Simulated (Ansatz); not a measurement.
Geometry optimisation in Ansatz: input, command and trajectory.

```yaml
crystal:
  lattice:
    - [7.6809995122, 0.0, 0.0]
    - [-3.8404997561, 6.651940704, 0.0]
    - [0.0, 0.0, 5.28]
  atoms:
    - { symbol: Ta, position: [0.3333333333, 0.6666666667, 0.0] }
    - { symbol: Ta, position: [0.6666666667, 0.3333333333, 0.5] }
    - { symbol: Ta, position: [0.6666666667, 0.3333333333, 0.0] }
    - { symbol: Ta, position: [0.3333333333, 0.6666666667, 0.5] }
    - { symbol: Ta, position: [0.23, 0.0, 0.25] }
    - { symbol: Ta, position: [0.23, 0.23, 0.75] }
    - { symbol: Ta, position: [0.0, 0.23, 0.25] }
    - { symbol: Ta, position: [0.77, 0.0, 0.75] }
    - { symbol: Ta, position: [0.77, 0.77, 0.25] }
    - { symbol: Ta, position: [0.0, 0.77, 0.75] }
    - { symbol: Ga, position: [0.61, 0.0, 0.25] }
    - { symbol: Ga, position: [0.61, 0.61, 0.75] }
    - { symbol: Ga, position: [0.0, 0.61, 0.25] }
    - { symbol: Ga, position: [0.39, 0.0, 0.75] }
    - { symbol: Ga, position: [0.39, 0.39, 0.25] }
    - { symbol: Ga, position: [0.0, 0.39, 0.75] }
basis:
  ecutwfc: 500
kpoints:
  mp_grid: { grid: [3, 3, 4] }
hamiltonian:
  xc: r2scan
scf:
  occupations: { method: gaussian, width: 0.1 }
  lower_state_search: "off"
output:
  forces: true
  stress: true
  eigenvalues: true
relax:
  adjacent_minimum: "off"
  f_tol: 0.04
  max_steps: 70
  cell: { stress_tol: 0.4 }
```

```bash
ansatz run input.yaml --threads 4 --pin off --max-ram 8192MiB --backend cpu --events-out ev --progress --plain --runs-dir out
```

Level of theory: DFT r2SCAN, scalar-relativistic, plane waves, PAW in Ansatz.

Of 9 frames 8 are shown, positions in Å and forces in eV/Å; the SCF threshold varies from step to step. Steps run on the plane waves of an earlier cell, with a Pulay correction in the pressure. The basis is chosen afresh for the last frame, the zero of the energies, and at times for earlier ones too; energy and pressure step there, also at an unchanged geometry. The mark taken_back stands on steps that the optimiser undid.

```xyz
16
Lattice="7.6810 0.0000 0.0000 -3.8405 6.6519 0.0000 0.0000 0.0000 5.2800" Properties=species:S:1:pos:R:3:forces:R:3 pbc="T T T" step=1 free_energy_over_end_meV_per_atom=23.18 pressure_GPa=-0.45
Ta    0.0000    4.4346    0.0000    0.0000    0.0000    0.0000
Ta    3.8405    2.2173    2.6400    0.0000    0.0000    0.0000
Ta    3.8405    2.2173    0.0000    0.0000    0.0000    0.0000
Ta    0.0000    4.4346    2.6400    0.0000    0.0000    0.0000
Ta    1.7666    0.0000    1.3200    0.5695    0.0000    0.0000
Ta    0.8833    1.5299    3.9600    0.2848    0.4932    0.0000
Ta   -0.8833    1.5299    1.3200   -0.2848    0.4932    0.0000
Ta    5.9144    0.0000    3.9600   -0.5695    0.0000    0.0000
Ta    2.9572    5.1220    1.3200   -0.2848   -0.4932    0.0000
Ta   -2.9572    5.1220    3.9600    0.2848   -0.4932    0.0000
Ga    4.6854    0.0000    1.3200   -1.0782    0.0000    0.0000
Ga    2.3427    4.0577    3.9600   -0.5391   -0.9338    0.0000
Ga   -2.3427    4.0577    1.3200    0.5391   -0.9338    0.0000
Ga    2.9956    0.0000    3.9600    1.0782    0.0000    0.0000
Ga    1.4978    2.5943    1.3200    0.5391    0.9338    0.0000
Ga   -1.4978    2.5943    3.9600   -0.5391    0.9338    0.0000
16
Lattice="7.6038 0.0000 0.0000 -3.8019 6.5851 0.0000 0.0000 0.0000 5.2596" Properties=species:S:1:pos:R:3:forces:R:3 pbc="T T T" step=2 free_energy_over_end_meV_per_atom=53.41 pressure_GPa=5.63 taken_back
Ta    0.0000    4.3901    0.0000    0.0000    0.0000    0.0000
Ta    3.8019    2.1950    2.6298    0.0000    0.0000    0.0000
Ta    3.8019    2.1950    0.0000    0.0000    0.0000    0.0000
Ta    0.0000    4.3901    2.6298    0.0000    0.0000    0.0000
Ta    1.9316    0.0000    1.3149   -1.3785    0.0000    0.0000
Ta    0.9658    1.6728    3.9447   -0.6892   -1.1938    0.0000
Ta   -0.9658    1.6728    1.3149    0.6892   -1.1938    0.0000
Ta    5.6723    0.0000    3.9447    1.3785    0.0000    0.0000
Ta    2.8361    4.9123    1.3149    0.6892    1.1938    0.0000
Ta   -2.8361    4.9123    3.9447   -0.6892    1.1938    0.0000
Ga    4.5002    0.0000    1.3149    1.8264    0.0000    0.0000
Ga    2.2501    3.8973    3.9447    0.9132    1.5817    0.0000
Ga   -2.2501    3.8973    1.3149   -0.9132    1.5817    0.0000
Ga    3.1036    0.0000    3.9447   -1.8264    0.0000    0.0000
Ga    1.5518    2.6878    1.3149   -0.9132   -1.5817    0.0000
Ga   -1.5518    2.6878    3.9447    0.9132   -1.5817    0.0000
16
Lattice="7.6859 0.0000 0.0000 -3.8430 6.6562 0.0000 0.0000 0.0000 5.2516" Properties=species:S:1:pos:R:3:forces:R:3 pbc="T T T" step=3 free_energy_over_end_meV_per_atom=2.63 pressure_GPa=-0.51
Ta    0.0000    4.4375    0.0000    0.0000    0.0000    0.0000
Ta    3.8430    2.2187    2.6258    0.0000    0.0000    0.0000
Ta    3.8430    2.2187    0.0000    0.0000    0.0000    0.0000
Ta    0.0000    4.4375    2.6258    0.0000    0.0000    0.0000
Ta    1.8231    0.0000    1.3129    0.1651    0.0000    0.0000
Ta    0.9115    1.5788    3.9387    0.0826    0.1430    0.0000
Ta   -0.9115    1.5788    1.3129   -0.0826    0.1430    0.0000
Ta    5.8629    0.0000    3.9387   -0.1651    0.0000    0.0000
Ta    2.9314    5.0774    1.3129   -0.0826   -0.1430    0.0000
Ta   -2.9314    5.0774    3.9387    0.0826   -0.1430    0.0000
Ga    4.6379    0.0000    1.3129   -0.2415    0.0000    0.0000
Ga    2.3190    4.0166    3.9387   -0.1208   -0.2092    0.0000
Ga   -2.3190    4.0166    1.3129    0.1208   -0.2092    0.0000
Ga    3.0480    0.0000    3.9387    0.2415    0.0000    0.0000
Ga    1.5240    2.6396    1.3129    0.1208    0.2092    0.0000
Ga   -1.5240    2.6396    3.9387   -0.1208    0.2092    0.0000
16
Lattice="7.6729 0.0000 0.0000 -3.8364 6.6449 0.0000 0.0000 0.0000 5.2554" Properties=species:S:1:pos:R:3:forces:R:3 pbc="T T T" step=4 free_energy_over_end_meV_per_atom=1.12 pressure_GPa=0.01
Ta    0.0000    4.4299    0.0000    0.0000    0.0000    0.0000
Ta    3.8364    2.2150    2.6277    0.0000    0.0000    0.0000
Ta    3.8364    2.2150    0.0000    0.0000    0.0000    0.0000
Ta    0.0000    4.4299    2.6277    0.0000    0.0000    0.0000
Ta    1.8405    0.0000    1.3138    0.0561    0.0000    0.0000
Ta    0.9202    1.5939    3.9415    0.0281    0.0486    0.0000
Ta   -0.9202    1.5939    1.3138   -0.0281    0.0486    0.0000
Ta    5.8324    0.0000    3.9415   -0.0561    0.0000    0.0000
Ta    2.9162    5.0510    1.3138   -0.0281   -0.0486    0.0000
Ta   -2.9162    5.0510    3.9415    0.0281   -0.0486    0.0000
Ga    4.6163    0.0000    1.3138    0.0279    0.0000    0.0000
Ga    2.3082    3.9979    3.9415    0.0139    0.0241    0.0000
Ga   -2.3082    3.9979    1.3138   -0.0139    0.0241    0.0000
Ga    3.0565    0.0000    3.9415   -0.0279    0.0000    0.0000
Ga    1.5283    2.6470    1.3138   -0.0139   -0.0241    0.0000
Ga   -1.5283    2.6470    3.9415    0.0139   -0.0241    0.0000
16
Lattice="7.6792 0.0000 0.0000 -3.8396 6.6504 0.0000 0.0000 0.0000 5.2492" Properties=species:S:1:pos:R:3:forces:R:3 pbc="T T T" step=5 free_energy_over_end_meV_per_atom=0.67 pressure_GPa=-0.06
Ta    0.0000    4.4336    0.0000    0.0000    0.0000    0.0000
Ta    3.8396    2.2168    2.6246    0.0000    0.0000    0.0000
Ta    3.8396    2.2168    0.0000    0.0000    0.0000    0.0000
Ta    0.0000    4.4336    2.6246    0.0000    0.0000    0.0000
Ta    1.8604    0.0000    1.3123    0.0381    0.0000    0.0000
Ta    0.9302    1.6112    3.9369    0.0190    0.0330    0.0000
Ta   -0.9302    1.6112    1.3123   -0.0190    0.0330    0.0000
Ta    5.8188    0.0000    3.9369   -0.0381    0.0000    0.0000
Ta    2.9094    5.0392    1.3123   -0.0190   -0.0330    0.0000
Ta   -2.9094    5.0392    3.9369    0.0190   -0.0330    0.0000
Ga    4.6242    0.0000    1.3123    0.0878    0.0000    0.0000
Ga    2.3121    4.0047    3.9369    0.0439    0.0760    0.0000
Ga   -2.3121    4.0047    1.3123   -0.0439    0.0760    0.0000
Ga    3.0550    0.0000    3.9369   -0.0878    0.0000    0.0000
Ga    1.5275    2.6457    1.3123   -0.0439   -0.0760    0.0000
Ga   -1.5275    2.6457    3.9369    0.0439   -0.0760    0.0000
16
Lattice="7.7342 0.0000 0.0000 -3.8671 6.6980 0.0000 0.0000 0.0000 5.2154" Properties=species:S:1:pos:R:3:forces:R:3 pbc="T T T" step=6 free_energy_over_end_meV_per_atom=36.92 pressure_GPa=1.79 taken_back
Ta    0.0000    4.4653    0.0000    0.0000    0.0000    0.0000
Ta    3.8671    2.2327    2.6077    0.0000    0.0000    0.0000
Ta    3.8671    2.2327    0.0000    0.0000    0.0000    0.0000
Ta    0.0000    4.4653    2.6077    0.0000    0.0000    0.0000
Ta    2.0737    0.0000    1.3039   -1.3355    0.0000    0.0000
Ta    1.0369    1.7959    3.9116   -0.6678   -1.1566    0.0000
Ta   -1.0369    1.7959    1.3039    0.6678   -1.1566    0.0000
Ta    5.6605    0.0000    3.9116    1.3355    0.0000    0.0000
Ta    2.8302    4.9021    1.3039    0.6678    1.1566    0.0000
Ta   -2.8302    4.9021    3.9116   -0.6678    1.1566    0.0000
Ga    4.7218    0.0000    1.3039    0.5153    0.0000    0.0000
Ga    2.3609    4.0892    3.9116    0.2577    0.4463    0.0000
Ga   -2.3609    4.0892    1.3039   -0.2577    0.4463    0.0000
Ga    3.0124    0.0000    3.9116   -0.5153    0.0000    0.0000
Ga    1.5062    2.6088    1.3039   -0.2577   -0.4463    0.0000
Ga   -1.5062    2.6088    3.9116    0.2577   -0.4463    0.0000
16
Lattice="7.6691 0.0000 0.0000 -3.8346 6.6417 0.0000 0.0000 0.0000 5.2544" Properties=species:S:1:pos:R:3:forces:R:3 pbc="T T T" step=7 free_energy_over_end_meV_per_atom=0.25 pressure_GPa=0.45
Ta    0.0000    4.4278    0.0000    0.0000    0.0000    0.0000
Ta    3.8346    2.2139    2.6272    0.0000    0.0000    0.0000
Ta    3.8346    2.2139    0.0000    0.0000    0.0000    0.0000
Ta    0.0000    4.4278    2.6272    0.0000    0.0000    0.0000
Ta    1.8821    0.0000    1.3136    0.0690    0.0000    0.0000
Ta    0.9411    1.6300    3.9408    0.0345    0.0598    0.0000
Ta   -0.9411    1.6300    1.3136   -0.0345    0.0598    0.0000
Ta    5.7870    0.0000    3.9408   -0.0690    0.0000    0.0000
Ta    2.8935    5.0117    1.3136   -0.0345   -0.0598    0.0000
Ta   -2.8935    5.0117    3.9408    0.0345   -0.0598    0.0000
Ga    4.6439    0.0000    1.3136   -0.0918    0.0000    0.0000
Ga    2.3220    4.0218    3.9408   -0.0459   -0.0795    0.0000
Ga   -2.3220    4.0218    1.3136    0.0459   -0.0795    0.0000
Ga    3.0252    0.0000    3.9408    0.0918    0.0000    0.0000
Ga    1.5126    2.6199    1.3136    0.0459    0.0795    0.0000
Ga   -1.5126    2.6199    3.9408   -0.0459    0.0795    0.0000
16
Lattice="7.6874 0.0000 0.0000 -3.8437 6.6575 0.0000 0.0000 0.0000 5.2484" Properties=species:S:1:pos:R:3:forces:R:3 pbc="T T T" step=9 free_energy_over_end_meV_per_atom=0.00 pressure_GPa=-0.16
Ta    0.0000    4.4383    0.0000    0.0000    0.0000    0.0000
Ta    3.8437    2.2192    2.6242    0.0000    0.0000    0.0000
Ta    3.8437    2.2192    0.0000    0.0000    0.0000    0.0000
Ta    0.0000    4.4383    2.6242    0.0000    0.0000    0.0000
Ta    1.9016    0.0000    1.3121   -0.0292    0.0000    0.0000
Ta    0.9508    1.6468    3.9363   -0.0146   -0.0253    0.0000
Ta   -0.9508    1.6468    1.3121    0.0146   -0.0253    0.0000
Ta    5.7858    0.0000    3.9363    0.0292    0.0000    0.0000
Ta    2.8929    5.0106    1.3121    0.0146    0.0253    0.0000
Ta   -2.8929    5.0106    3.9363   -0.0146    0.0253    0.0000
Ga    4.6548    0.0000    1.3121    0.0030    0.0000    0.0000
Ga    2.3274    4.0312    3.9363    0.0015    0.0026    0.0000
Ga   -2.3274    4.0312    1.3121   -0.0015    0.0026    0.0000
Ga    3.0325    0.0000    3.9363   -0.0030    0.0000    0.0000
Ga    1.5163    2.6263    1.3121   -0.0015   -0.0026    0.0000
Ga   -1.5163    2.6263    3.9363    0.0015   -0.0026    0.0000
```

Time: 110 s on 4 threads of Arm Neoverse V2, on a shared host, peak memory 1.7 GiB.

The k mesh is coarse. Spin–orbit coupling is left out, which can shift energies with elements as heavy as these.